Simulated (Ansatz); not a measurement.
Be:
```
CELL_PARAMETERS angstrom
      2.21428     0.00000     0.00000
     -1.10714     1.91762     0.00000
      0.00000     0.00000     3.49986
ATOMIC_POSITIONS crystal
  Be 0.33333 0.66667 0.75000
  Be 0.66667 0.33333 0.25000
```

Relaxed with PBE+D3(BJ). Special points in fractions of this cell's reciprocal vectors: Γ (0.000, 0.000, 0.000); M (0.500, 0.000, 0.000); K (0.333, 0.333, 0.000); A (0.000, 0.000, 0.500); L (0.500, 0.000, 0.500); H (0.333, 0.333, 0.500).

List the band energies nearest the Fermi level at these points for PBE+D3(BJ) (plane waves, PAW; program Ansatz).

In eV from the Fermi level; about four levels below and three above (degenerate sets whole), none deeper than 8.9 eV; … stands for higher levels left out; points with the same levels are listed once.

```
k              below          above
-  -----------------  -------------
Γ              -4.75         1.22 …
M        -5.27 -3.22    3.73 6.66 …
K  -2.65 -1.03 -1.03              …
A                  –  11.07 11.07 …
L        -3.85 -3.85    1.74 1.74 …
H        -1.23 -1.23    0.29 0.29 …
```

Space group P6_3/mmc (hcp (Mg type)). The cell was relaxed with PBE+D3(BJ) under the symmetry of its start. The pairwise dispersion correction was not fitted to metals.

Potentials: the later of the program's two PAW sets.
